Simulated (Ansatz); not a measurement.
**Trial structures of MgH₂Ir₂: starts and ends**

All numbers below come from Ansatz, DFT PBE, scalar-relativistic, plane waves, PAW. All cells share a 420 eV cutoff and Γ-centred k meshes spaced at most about 0.3 Å⁻¹ (about 0.25 or finer for metals, 2π included). Collinear spin in cells that started with moments and kept them past the coarse steps, no spin elsewhere.

Each guess was relaxed in cell and atoms at zero pressure, within the symmetry of its start. All energies are static (0 K, no zero-point motion). Coordination counts H atoms around Ir and Mg (those within 1.25 times the shortest such distance or 1.15 times the sum of covalent radii; a plus sign parts nearer from farther groups; the shortest distance is added where it is long for a bond).

```tsv
guess	made from	start group	V start (Å³/atom)	end group	V end (Å³/atom)	coordination at the end	gap on mesh (eV)	E over the lowest end (meV/atom)
1	random cell	P6/mmm	13.7	P6/mmm	10.9	Mg 12+12 from 4.3 Å, Ir 6	0	509
2	random cell	P-3m1	12.3	?	?	?	?	?
3	AlCo2Si2 type	P-3m1	10.9	P-3m1	11.1	Mg 6 from 2.6 Å, Ir 2	0	247
4	DyGe2Pd2 type	I4/mmm	11.7	I4/mmm	12.3	Mg 2 from 2.5 Å, Ir 4	0	0
```

Guess 2 as it starts:

```
Mg H Ir
1.0
     3.61340    0.00000    0.00000
    -1.80670    3.12930    0.00000
     0.00000    0.00000    5.44803
Mg H Ir
1 2 2
Direct
  0.00000 0.00000 0.00000
  0.33333 0.66667 0.04107
  0.66667 0.33333 0.95893
  0.00000 0.00000 0.33683
  0.00000 0.00000 0.66317
```

Question: Fill in the missing row: what does this guess relax into, and where does it rank?

Answer: It ends in space group P-3m1 (No. 164), with a = 2.827 Å, c = 8.324 Å, 11.5 Å³/atom and no gap. It lies 273 meV/atom over the lowest end, above guess 3 and below guess 1. Counting H atoms around Ir and Mg, this end has Mg 6 from 2.6 Å, Ir 3 and the lowest (guess 4) has Mg 2 from 2.5 Å, Ir 4.

```yaml
crystal:
  lattice:
    - [2.82724, 0.00000, 0.00000]
    - [-1.41362, 2.44847, 0.00000]
    - [0.00000, 0.00000, 8.32437]
  atoms:
    - { symbol: Mg, position: [0.00000, 0.00000, 0.00000] }
    - { symbol: H, position: [0.33333, 0.66667, 0.23568] }
    - { symbol: H, position: [0.66667, 0.33333, 0.76432] }
    - { symbol: Ir, position: [0.00000, 0.00000, 0.33520] }
    - { symbol: Ir, position: [0.00000, 0.00000, 0.66480] }
```

Formation energies are uncorrected and refer to the elements' standard structures at the same level (H₂ as a molecule).

Question: Is the lowest end bound against the elements?

Answer: No: its formation energy is +0.09 eV/atom. The separate elements lie lower, so it is unstable against them.

Spin–orbit coupling, which can matter for Ir, is left out. With hydrogen, zero-point motion can shift formation energies by some tens of meV/atom. Cells relaxed within their symmetry can be saddle points. A lower structure may well exist outside this small set. Some candidate types were left out of the draw beforehand, so a known form may be missing.
